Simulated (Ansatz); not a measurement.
SbAsSe4 placed in the structure of WOF4 (space group No. 79) was put through Ansatz (plane waves). It starts from the PBEsol minimum.

Starting structure:
```
CELL_PARAMETERS angstrom
-3.24057 3.24057 3.38333
3.24057 -3.24057 3.38333
3.24057 3.24057 -3.38333
ATOMIC_POSITIONS crystal
Sb 0.20257 0.20257 0.00000
As 0.64145 0.64145 0.00000
Se 0.48423 0.71724 0.55394
Se 0.93030 0.48423 0.76699
Se 0.71724 0.16331 0.23301
Se 0.16331 0.93030 0.44606
```

Output, abridged:
```
Pseudopotential: Sb, paw, valence charge 15, recommended cutoff 500 eV (meta_gga)
Pseudopotential: As, paw, valence charge 15, recommended cutoff 500 eV (meta_gga)
Pseudopotential: Se, paw, valence charge 16, recommended cutoff 500 eV (meta_gga)
Functional definition: r2SCAN+rVV10
Crystal: 6 atoms, lattice volume = 142.117 Å³
Basis set: ecut = 500 eV, 3617 PW (Γ)
Bands: 57, of which v1, the nominal top of the filled ones, is band 47 counted from 1 (46 counted from 0)
Symmetry: 4 space group operations
Space group: I4 (ITA 79)
k-points: 36 of 216 (time reversal used)
preconditioner: auto → Kerker (q_TF=auto, 2.547 Å⁻¹)  [metal: Δε(μ)=0.090 eV  σ=0.030 eV  ℏωp=18.2 eV]
rVV10 density: all electrons in the spheres
relax step 1: F+E_penalty+E_count = -33267.08113735 eV  max|allowed force component| = 2.419e-1 eV/Å  Δτ_max = 0.0000 Å  P = +1.470 GPa  Ω = 142.117 Å³
relax step 2: F+E_penalty+E_count = -33267.14168128 eV  max|allowed force component| = 3.415e-1 eV/Å  Δτ_max = 0.1536 Å  P = -1.677 GPa  Ω = 153.854 Å³
relax step 3: F+E_penalty+E_count = -33267.17943675 eV  max|allowed force component| = 1.875e-1 eV/Å  Δτ_max = 0.0396 Å  P = -0.403 GPa  Ω = 151.635 Å³
relax step 4: F+E_penalty+E_count = -33267.19041679 eV  max|allowed force component| = 1.729e-2 eV/Å  Δτ_max = 0.0640 Å  P = +0.269 GPa  Ω = 151.230 Å³
relax step 5: F+E_penalty+E_count = -33267.19099718 eV  max|allowed force component| = 6.990e-3 eV/Å  Δτ_max = 0.0095 Å  P = +0.079 GPa  Ω = 151.889 Å³
relax step 6: F+E_penalty+E_count = -33267.19103599 eV  max|allowed force component| = 7.320e-3 eV/Å  Δτ_max = 0.0007 Å  P = -0.001 GPa  Ω = 152.126 Å³
relax step 7: F+E_penalty+E_count = -33267.19170280 eV  max|allowed force component| = 7.281e-3 eV/Å  Δτ_max = 0.0000 Å  P = +0.003 GPa  Ω = 152.126 Å³  (SCF on a basis re-selected at this cell)
Free energy (F): -33267.191703 eV
Internal energy: -33267.185051 eV  (E = F + TS)
E sigma→0 (E₀):  -33267.188377 eV
Entropy (-TS):   -0.006651 eV (-1.109 meV/atom)
Fermi energy:    8.935230 eV
--- Per-component energies (eV) ---
  E_band       = -2045.892643
  E_kinetic    = 776.715882
  E_local      = -13057.455616
  E_nonlocal   = -2686.008017
  E_hartree    = 6475.780391
  E_xc         = -583.108628
  E_vxc        = -604.162382
  E_paw        = -14149.166388
  E_vpaw       = 541.048134
  E_vtau       = 32.409307
  E_ewald      = -10035.931387
  E_core_change = -8.010452
  E_smearing   = -0.006651
--- Forces (eV/Å), atoms counted from 1 ---
  atom   1  Sb      0.00000      0.00000      0.00237
  atom   2  As      0.00000      0.00000    -0.00728
  atom   3  Se      0.00064    -0.00262      0.00123
  atom   4  Se    -0.00262    -0.00064      0.00123
  atom   5  Se      0.00262      0.00064      0.00123
  atom   6  Se    -0.00064      0.00262      0.00123
--- Stress (GPa, compression-positive) ---
        0.001525       0.000000       0.000000
        0.000000       0.001525       0.000000
        0.000000       0.000000       0.005720
  P = ⅓ Tr σ = 0.0029 GPa (0.029 kbar)
--- Relaxed structure (6 steps of the walk, 6 accepted, 1 SCFs on fresh bases) ---
  F+E_penalty+E_count = -33267.19170280 eV   max|allowed force component| = 7.281e-3 eV/Å
  cell:  # Å, volume = 152.1263 Å³
    - [-3.318388, 3.318388, 3.453743]
    - [3.318388, -3.318388, 3.453743]
    - [3.318388, 3.318388, -3.453743]
  atoms:
    - { symbol: Sb, position: [0.242084, 0.242084, 0.000000] }
    - { symbol: As, position: [0.650390, 0.650390, 0.000000] }
    - { symbol: Se, position: [0.464811, 0.711580, 0.553081] }
    - { symbol: Se, position: [-0.088271, 0.464811, 0.753231] }
    - { symbol: Se, position: [0.711580, 0.158499, 0.246769] }
    - { symbol: Se, position: [0.158499, -0.088271, 0.446919] }
```

Q: Reconstruct the input.

A:
```yaml
crystal:
  # lattice and atoms as above
kpoints:
  mp_grid: { grid: [6, 6, 6] }
hamiltonian:
  xc: r2scan
  dispersion: rvv10
scf:
  occupations: { method: fermi_dirac, width: 0.03 }
relax:
  f_tol: 0.01
  cell: {}
  max_steps: 120
```
The term E_vtau belongs to a meta-GGA, which reads the kinetic-energy density. The relax steps with a changing cell volume need the relax block with cell. This is the file that was run, less any keys that only write grids; thresholds and some counts can't be read off the log exactly.

Run as `ansatz run input.yaml --threads 2 --pin off --max-ram 2211MiB --backend cpu --events-out ev --progress --plain --runs-dir out`. It took 99 s on 2 threads of Intel(R) Xeon(R) 6975P-C (Granite Rapids) (shared host), load about 0.2 per core; peak host memory 1.1 GiB.

Spin-unpolarised throughout. Whether this structure exists isn't addressed.
